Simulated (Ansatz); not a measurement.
BeNi: from a starting cell to a relaxed one

The start is a generated cell, BeNi built in the AFLOW prototype AB_cI16_199_a_a (B_a). The cell and all atomic positions are relaxed at zero pressure with PBEsol (plane waves to 420 eV, PAW, scalar-relativistic; Ansatz, a quantum-chemistry and plane-wave program). The first steps use a coarse 9×9×9 k-mesh.

Initial structure:
```
CELL_PARAMETERS angstrom
     -2.58700     2.58700     2.58700
      2.58700    -2.58700     2.58700
      2.58700     2.58700    -2.58700
ATOMIC_POSITIONS crystal
  Ni 0.91200 0.91200 0.91200
  Ni 0.50000 0.00000 0.58800
  Ni 0.00000 0.58800 0.50000
  Ni 0.58800 0.50000 0.00000
  Be 0.43060 0.43060 0.43060
  Be 0.50000 0.00000 0.06940
  Be 0.00000 0.06940 0.50000
  Be 0.06940 0.50000 0.00000
```
Spin-polarised start, with parallel moments on Ni.

### Question
What pressure does the first self-consistent step give?

### Answer
+15.8 GPa (positive: the cell is compressed).

### Question
Does the structure survive the relaxation? Give the final space group.

### Answer
The space group goes from I2₁3 (No. 199) to Pm-3m (No. 221); the end is CsCl type, with 2 atoms in the primitive cell.

### Question
How much energy is released per atom?

### Answer
0.34 eV/atom.

### Question
How do the shortest distances between atoms change?

### Answer
The closest pairs of elements (up to four, under 3.6 Å), start → end: Be–Ni 2.16 → 2.24 Å; Ni–Ni 2.18 → 2.58 Å; Be–Be 2.26 → 2.58 Å.

### Question
Is the relaxed structure metallic? Give its gap.

### Answer
Zero (metallic).

### Question
Give the final cell and atomic positions.

### Answer

```cif
data_BeNi
_chemical_formula_sum 'Ni1 Be1'
_space_group_name_H-M_alt 'Pm-3m'
_space_group_IT_number 221
_space_group_name_Hall '-P 4 2 3'
_cell_length_a 2.58319
_cell_length_b 2.58319
_cell_length_c 2.58319
_cell_angle_alpha 90.000
_cell_angle_beta 90.000
_cell_angle_gamma 90.000
loop_
_atom_site_label
_atom_site_type_symbol
_atom_site_symmetry_multiplicity
_atom_site_Wyckoff_symbol
_atom_site_fract_x
_atom_site_fract_y
_atom_site_fract_z
_atom_site_occupancy
Ni1 Ni 1 a 0.00000 0.00000 0.00000 1
Be1 Be 1 b 0.50000 0.50000 0.50000 1
```

Final values are on a 18×18×18 k-mesh of the relaxed cell. No spin polarisation in the result: the starting moments vanished. A magnetic state may lie lower.

The run could not lose the symmetry of its start.

The first start was generated by placing the elements on the sites of a structure type. Materials Project lists a structure of BeNi in the same space group, Pm-3m (No. 221); the sites were not compared with it, nor with measured phases.
